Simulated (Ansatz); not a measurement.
The calculation used Ansatz, DFT PBE, scalar-relativistic, plane waves, PAW. Settings: cutoff 420 eV, Γ-centred meshes spaced at most about 0.3 Å⁻¹, and about 0.25 Å⁻¹ or finer for metals (2π included), Gaussian smearing. No spin polarisation in the final relaxations.

Temperature and zero-point effects are left out. All come from trial cells, and lower structures may exist.

Problem. Order these relaxed structures of AsSe2 by energy, lowest first, with the energy over the lowest of them.
A.

Space group P-4m2 (No. 115). a = 3.821 Å, b = 3.821 Å, c = 5.422 Å, α = 90.00°, β = 90.00°, γ = 90.00°
| atom | site | symmetry | x | y | z |
| --- | --- | --- | --- | --- | --- |
| As | 1a | -4m2 | 0.0000 | 0.0000 | 0.0000 |
| Se | 2g | 2mm. | 0.0000 | 0.5000 | 0.3020 |

B.

Space group P6_3/mmc (No. 194). a = 3.478 Å, b = 3.478 Å, c = 14.402 Å, α = 90.00°, β = 90.00°, γ = 120.00°
```json
{"atom": "As", "site": "2c", "symmetry": "-6m2", "x": "0.3333", "y": "0.6667", "z": "0.2500"}
{"atom": "Se", "site": "4f", "symmetry": "3m.", "x": "0.3333", "y": "0.6667", "z": "0.8745"}
```

C.

Space group Fm-3m (No. 225). a = 6.585 Å, b = 6.585 Å, c = 6.585 Å, α = 90.00°, β = 90.00°, γ = 90.00°
```
atom  site  symmetry       x       y       z
  As    4a      m-3m  0.0000  0.0000  0.0000
  Se    8c      -43m  0.2500  0.7500  0.7500
```

D.

Space group P-3m1 (No. 164). a = 3.648 Å, b = 3.648 Å, c = 6.577 Å, α = 90.00°, β = 90.00°, γ = 120.00°
```
atom  site  symmetry       x       y       z
  As    1a      -3m. 0.0000  0.0000  0.0000
  Se    2d       3m. 0.6667  0.3333  0.2397
```

Solution. D (0 meV/atom), A (134 meV/atom), B (200 meV/atom), C (317 meV/atom). Forms: D cadmium iodide type, P-3m1; A P-4m2; B 2H molybdenite type, P6_3/mmc; C fluorite type, Fm-3m. Counting Se atoms around As (those within 1.25 times the shortest such distance or 1.15 times the sum of covalent radii; the shortest distance is added where it is long for a bond): D has As 6; A has As 4; B has As 6; C has As 8 from 2.9 Å.

Weakly bound directions are ill-defined at this level, which has no dispersion term (P-3m1, P-4m2, P6_3/mmc), and this can change margins and order among such cells. In P-3m1, P-4m2, Fm-3m an odd number of electrons in the primitive cell allows no gap without spin; a larger cell or a magnetic state could open one. A magnetic state wasn't ruled out in cells without spin, among them P-3m1, P-4m2, Fm-3m. Cells relaxed within their symmetry can be saddle points. Some structure types and database cells were kept out of the candidates from the start, so a known form may be missing.
